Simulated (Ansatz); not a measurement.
**Cu$_{3}$Sb: do energies and stresses tell the same story?**

All numbers below come from DFT r2SCAN, scalar-relativistic, plane waves, PAW (Ansatz).

Plane waves to 500 eV, a k mesh through Γ of 12×12×12 on the computed 4-atom cell and Gaussian smearing (0.10 eV); no spin polarisation.

Relaxed cell: Pm-3m, a = 3.864 Å, b = 3.864 Å, c = 3.864 Å, α = 90.00°, β = 90.00°, γ = 90.00°, 4 atoms in the primitive cell. Whether it is the stable form of this composition wasn't checked.

Energies at zero smearing and pressures from the stress tensor, at volumes with shape and atoms relaxed:
```tsv
V (Å³/atom)	E − E(first) (meV/atom)	P (GPa)
13.561	0.00	8.64
13.994	-16.78	3.91
14.426	-21.92	-0.04
14.859	-17.29	-3.35
15.292	-4.46	-6.10
```

Q: Check P = −dE/dV between neighbouring volumes, and get the bulk modulus from the pressures alone.

A: With 1 eV/Å³ = 160.2 GPa:
```
middle V (Å³/atom)  −ΔE/ΔV (GPa) mean P (GPa)
            13.777         6.210         6.279
            14.210         1.904         1.938
            14.643        -1.715        -1.692
            15.076        -4.749        -4.725
```

The two differ by 0.07 GPa at most. The mean of two end pressures misses the average over a step by about ΔV² P″/12, up to 0.07 GPa here; with that taken off 0.03 GPa remains. The stress is the derivative of the free energy, not of the energy at zero smearing, and with free energies 0.00 GPa remains. Around V = 14.426 Å³/atom, the two neighbours give B = −V ΔP/ΔV = 14.426 × 7.26 / 0.866 = 121.0 GPa, against B0 = 120.3 GPa from the Birch–Murnaghan fit of the energies.

Cost: 6 runs of about 3.1 core-minutes in all, on Intel Xeon 6975P-C (Granite Rapids) (shared hosts).